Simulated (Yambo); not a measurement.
Material: La$_{2}$O$_{3}$ (space group P-3m1, No. 164); a = 3.931 Å, b = 3.931 Å, c = 6.112 Å, α = 90.00°, β = 90.00°, γ = 120.00° (5 atoms in the cell). The geometry is that of Materials Project entry mp-1968, symmetrised and not relaxed again.

With PBEsol (pw.x of Quantum ESPRESSO, ONCV potentials, with spin-orbit coupling), the gap between the mesh's edge points ((0, 0.333, -0.5) → K) is 3.846 eV.

Q: What does a G0W0 run in Yambo give for it (3×3×2 Γ-centred k mesh, 312 bands and a 8 Ry block in the screening, 312 bands in G with the Bruneval-Gonze terminator, plasmon pole fitted at 27.2 eV)?

A: The correction is 1.406 eV, giving 5.252 eV, 1.4 times the PBEsol value. The mesh misses a band edge: along a dense path the PBEsol gap is 3.76 eV against 3.85 eV on the mesh. Convergence of the G0W0 settings was not tested. The k mesh is coarse. The 4f states are in the valence at their DFT position.
